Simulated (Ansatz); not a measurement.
A plane-wave run on BeAs2

The input, for Ansatz 0.2.0 (plane waves, PAW):

```yaml
crystal:
  lattice:
    - [3.595917, 0.0, 0.0]
    - [0.0, 3.595917, 0.0]
    - [0.0, 0.0, 7.364923]
  atoms:
    - { symbol: As, position: [0.0, 0.5, 0.33] }
    - { symbol: As, position: [0.5, 0.0, 0.67] }
    - { symbol: As, position: [0.0, 0.0, 0.0] }
    - { symbol: As, position: [0.5, 0.5, 0.0] }
    - { symbol: Be, position: [0.0, 0.5, 0.735] }
    - { symbol: Be, position: [0.5, 0.0, 0.265] }
  symmetry: { tolerance: 0.0003 }
kpoints:
  mp_grid: { grid: [9, 9, 5], shift: [0, 0, 0] }
  band_path:
    path:
      - [0.0, 0.0, 0.0]
      - [0.0, 0.5, 0.0]
      - [0.5, 0.5, 0.0]
      - [0.0, 0.0, 0.0]
      - [0.0, 0.0, 0.5]
      - [0.0, 0.5, 0.5]
      - [0.5, 0.5, 0.5]
      - [0.0, 0.0, 0.5]
      - [0.0, 0.5, 0.0]
      - [0.0, 0.5, 0.5]
      - [0.5, 0.5, 0.0]
    npoints: 6
magnetization:
  spin_polarized: false
scf:
  occupations: { method: fermi_dirac }
  lower_state_search: "off"
  max_iter: 200
hamiltonian:
  pseudopotentials: { kind: paw }
  xc: pbe
basis:
  ecutwfc: 420
  fft_grid_basis: typed
output:
  forces: true
  stress: true
  eigenvalues: true
  bader: true
  populations: true
  elf: true
  write_potential: true
  volumetric_format: npy
  dos:
    e_range: [-12, 8]
    de: 0.05
    projected: { site_lists: { As: [As], Be: [Be] } }
checkpoint:
  read: saved_state
```

The run starts from an earlier solution of this cell. 

Excerpt of what it printed:

```
Free energy (F): -19606.2801 eV
Harris-Foulkes:  -19606.2801 eV  (|F-HF|=5.26e-8)
Internal energy: -19606.1757 eV  (E = F + TS)
E sigma→0 (E₀):  -19606.2279 eV
Entropy (-TS):   -0.1044 eV (-17.402 meV/atom)
Fermi energy:    11.3845 eV
--- Per-component energies (eV) ---
  E_band       = -863.1617
  E_kinetic    = 450.4278
  E_local      = -7343.7584  (includes V_loc(G=0)·N_el)
  E_nonlocal   = -2674.2845
  E_hartree    = 4066.7897
  E_xc         = -357.0481
  E_vxc        = -359.4920  (∫ρ·V_xc dr)
  E_paw        = -7456.5501  (= ΣΔE_a)
  E_vpaw       = 930.3656  (= ΣTr[D̂ρ^β])
  E_aug_tail   = 0.0000  (compensation charges beyond the density's cutoff)
  E_ewald      = -6291.7521
  E_smearing   = -0.1044  (= −TS)
--- Forces (eV/Å), atoms counted from 1 ---
  atom   1  As     0.0000     0.0000     1.0190
  atom   2  As     0.0000     0.0000    -1.0190
  atom   3  As     0.0000     0.0000     0.0000
  atom   4  As     0.0000     0.0000     0.0000
  atom   5  Be     0.0000     0.0000    -0.7119
  atom   6  Be     0.0000     0.0000     0.7119
--- Stress (GPa, compression-positive) ---
        7.0926       0.0000       0.0000
        0.0000       7.0926       0.0000
        0.0000       0.0000       3.9967
  P = ⅓ Tr σ = 6.0606 GPa (60.606 kbar)
--- Löwdin populations: 6 sites ---
  site symbol       q [e]
     0     As     15.6871
     1     As     15.6871
     2     As     15.1290
     3     As     15.1290
     4     Be      0.7076
     5     Be      0.7076
  spilling = 0.0149 (of n_electrons = 64.0000)
```

Origin: a known structure type with other elements, at an estimated volume, so it need not be a known compound.
